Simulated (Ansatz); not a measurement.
Input and command of a plane-wave DFT calculation in Ansatz:

```yaml
crystal:
  lattice:
    - [0.0, 1.879652, 1.879652]
    - [1.879652, 0.0, 1.879652]
    - [1.879652, 1.879652, 0.0]
  atoms:
    - { symbol: Ag, position: [0.0, 0.0, 0.0] }
basis:
  ecutwfc: 500
kpoints:
  mp_grid: { grid: [20, 20, 20] }
hamiltonian:
  xc: r2scan
scf:
  occupations: { method: gaussian, width: 0.15 }
output:
  forces: true
  stress: true
  eigenvalues: true
```

```bash
ansatz run input.yaml --threads 1 --pin off --max-ram 2560MiB --backend cpu --events-out ev --progress --plain --runs-dir out
```

Processor: Intel(R) Xeon(R) Platinum 8488C (Sapphire Rapids), 1 thread, on a host shared with other jobs.

**Question.** Estimate time, memory and problem size.

**Answer.** About 3.5 s on 1 thread of Intel(R) Xeon(R) Platinum 8488C (Sapphire Rapids), on a shared host, peak memory 0.4 GiB. It solves 14 bands at 256 k points (the mesh reduced by symmetry) with about 331 plane waves, in 6 SCF iterations.
